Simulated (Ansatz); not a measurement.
**Phonons of Fe (Im-3m)**

```xyz
1
Lattice="-1.3934 1.3934 1.3934 1.3934 -1.3934 1.3934 1.3934 1.3934 -1.3934" Properties=species:S:1:pos:R:3 pbc="T T T"
Fe    0.0000    0.0000    0.0000
```

Starting moments along z (μB): Fe1 +2.1.

The conventional cell has a = 2.787 Å, b = 2.787 Å, c = 2.787 Å, α = 90.00°, β = 90.00°, γ = 90.00°. Fe (atom 1) is surrounded by 8 Fe at 2.41 Å.

Unless marked otherwise, the numbers come from PBEsol, PAW on Ansatz 0.2.0's default frozen-core files (fitted under PBE), scalar-relativistic, spin-polarised. k mesh 24×24×24, Fermi-Dirac smearing of 0.080 eV, cutoff 420 eV. The cell was relaxed by PAW under this functional, which moved its volume by -10 % from the database entry's.

Atoms are displaced by 0.0025 Å in the smallest supercells that hold the wave vectors of a 4×4×4 mesh. Negative values stand for unstable modes.

Question: What are the phonon energies at the solved wave vectors, in cm⁻¹?

Answer: 

| q | point | modes (cm⁻¹) |
| --- | --- | --- |
| 0.250 0.000 0.000 | – | 126.2, 157.6, 241.3 |
| 0.500 0.000 0.000 | N | 189.3, 221.7, 338.5 |
| 0.250 0.250 0.000 | – | 203.7, 247.7, 305.6 |
| 0.250 0.250 0.250 | P | 263.0 (×3) |
| -0.250 0.250 0.250 | – | 208.1 (×2), 272.4 |
| 0.500 0.500 0.250 | – | 255.7, 257.9, 322.2 |
| 0.500 0.500 0.500 | H | 300.7 (×3) |

Question: Is the structure dynamically stable at these wave vectors?

Answer: Yes, no mode is unstable there; wave vectors off this mesh aren't tested.

Question: The cell is scaled evenly to 10.659 and 10.983 Å³ (from 10.821), with free atoms relaxed and the shape held. What are the mode Grüneisen parameters γ = −d ln ω/d ln V?

Answer: For the highest mode, 349.4 cm⁻¹ in the small cell and 327.6 in the large one give γ ≈ 2.15. From the change of the dynamical matrix on each mode:

```tsv
point	cm⁻¹	γ
0.25/0/0	126.2	1.02
0.25/0/0	157.6	1.51
0.25/0/0	241.3	2.13
N	189.3	1.07
N	221.7	1.09
N	338.5	2.15
0.25/0.25/0	203.7	1.36
0.25/0.25/0	247.7	1.69
0.25/0.25/0	305.6	2.01
P	263.0	1.96
-0.25/0.25/0.25	208.1	1.61
-0.25/0.25/0.25	272.4	2.01
0.5/0.5/0.25	255.7	1.18
0.5/0.5/0.25	257.9	1.53
0.5/0.5/0.25	322.2	1.65
H	300.7	0.69
```

Weighted by the modes' heat capacities at 300 K, the mean on this mesh is 1.58; it moves with the q mesh, and a coarse one overweights the zone boundary.

Limits of these numbers: frozen-core PAW files fitted under PBE, their cores solved anew for the functional of the run; a lower magnetic state may exist; responses of metals move with mesh and smearing.
